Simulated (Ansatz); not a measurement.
**rocksalt-structured IrSe**

Computed with Ansatz (plane waves, PAW, 500 eV cutoff): r²SCAN, scalar-relativistic, no spin polarisation, Γ-centred 12×12×12 mesh, 0.05 eV Gaussian smearing. The datasets are Ansatz's generated set soft_2.

```
CELL_PARAMETERS angstrom
0.00000 2.57593 2.57593
2.57593 0.00000 2.57593
2.57593 2.57593 0.00000
ATOMIC_POSITIONS crystal
Ir 0.50000 0.50000 0.50000
Se 0.00000 0.00000 0.00000
```

The cell came from substitution into a structure type; no database entry of this phase was matched, which doesn't show that none exists.

The cell has space group Fm-3m (read at 0.01 Å). In it the stress is 0.00, 0.00, 0.00, 0.00, 0.00, 0.00 GPa and the largest force component 0.000 eV/Å. Each change below starts from this cell, without further relaxation. Stress is in GPa, positive in compression, in the order xx, yy, zz, yz, xz, xy; energies are counted from the cell above and are free energies with the smearing's entropy, which match forces and stress in a metal.

**Question.** What happens when atom 1 (Ir) is moved by 0.08 Å along y?

**Answer.** The energy changes by 1.5 meV per cell, and the force on it along the shift is -0.057 eV/Å (−F/u = 0.71 eV/Å²). Stress: -0.16, 1.55, -0.16, 0.00, 0.00, 0.00.
| atom | Fx (eV/Å) | Fy | Fz |
| --- | --- | --- | --- |
| Ir1 | 0.000 | -0.057 | 0.000 |
| Se2 | 0.000 | 0.057 | 0.000 |
In a harmonic crystal the energy would rise by −½F·u = ½ × 0.71 × 0.08² eV = 2.3 meV, so the response isn't harmonic at this size, the electronic state shifts or, in a metal, the mesh is too coarse for so small an energy.

**Question.** What stress follows from an engineering strain of -2 % in xx, atoms carried along?

**Answer.** 7.19, 2.11, 2.11, 0.00, 0.00, 0.00 GPa; the energy changes by 14.6 meV per cell.
The change of the stress over the strain gives a clamped-atom stiffness of about 359 GPa for this component, a secant value that lies under the elastic constant in tension and over it in compression, by several per cent for each per cent of strain.
In a harmonic crystal the energy would rise by V(½Cε² − σ₀ε), with σ₀ the stress of the unstrained cell, = 15.3 meV, close to the run's value; the rest has the sign of the anharmonic part, which a secant stiffness overstates.

**Question.** All atoms and the cell are disturbed at random:
```
CELL_PARAMETERS angstrom
-0.06626 2.55984 2.55517
2.55532 -0.03195 2.52086
2.53877 2.50897 -0.01540
ATOMIC_POSITIONS crystal
Ir 0.49840 0.49303 0.49348
Se 0.00160 0.00697 0.00652
```
Give the energy change, the stress and the forces.

**Answer.** 17.0 meV per cell; stress 2.77, 4.68, 5.17, -0.07, 0.43, 0.63 GPa.
```
atom  Fx (eV/Å)      Fy      Fz
 Ir1      0.037   0.082   0.089
 Se2     -0.037  -0.082  -0.089
```

No spin–orbit coupling, a notable omission for heavy elements. The cell is a metal with an odd number of electrons, and spin polarisation wasn't tried.
